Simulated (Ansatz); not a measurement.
IrW:
```yaml
crystal:
  lattice:
    - [3.12156, 0.00000, 0.00000]
    - [0.00000, 3.12156, 0.00000]
    - [0.00000, 0.00000, 3.12156]
  atoms:
    - { symbol: Ir, position: [0.00000, 0.00000, 0.00000] }
    - { symbol: W, position: [0.50000, 0.50000, 0.50000] }
```

Relaxed with PBEsol. Special points in fractions of this cell's reciprocal vectors: Γ (0.000, 0.000, 0.000); X (0.000, 0.500, 0.000); M (0.500, 0.500, 0.000); R (0.500, 0.500, 0.500).

**Question.** List the band energies nearest the Fermi level at these points for DFT-PBEsol with spin–orbit coupling in the program Ansatz with PAW potentials.

**Answer.** In eV from the Fermi level; about four levels below and three above (degenerate sets whole), none deeper than 8.9 eV; points with the same levels are listed once.

```json
[
 {"k": "Γ", "below": "-3.42 -3.42 -3.42 -3.42 -2.71 -2.71", "above": "0.59 0.59 0.59 0.59"},
 {"k": "X", "below": "-1.25 -1.25 -0.70 -0.70", "above": "0.23 0.23 1.30 1.30"},
 {"k": "M", "below": "-0.22 -0.22 -0.20 -0.20", "above": "1.09 1.09 2.94 2.94"},
 {"k": "R", "below": "-0.42 -0.42 -0.42 -0.42", "above": "3.18 3.18 3.18 3.18"}
]
```

Space group Pm-3m (CsCl type). The start of the workflow was typed in or built on a structure type; neither database checked (COD, Materials Project) lists it. COD files the formula under space group No. 51. Its standing as an ambient phase is unchecked. The cell was relaxed with PBEsol under the symmetry of its start. At this level the phase is dynamically unstable (imaginary phonons). No spin polarisation was allowed. Its formation energy is positive at this level, so the cell may be metastable or incomplete.

Potentials: the earlier of the program's two PAW sets. The files were generated under PBE; for other functionals the program regenerates the frozen cores, and for LDA and PBEsol the local potential too.
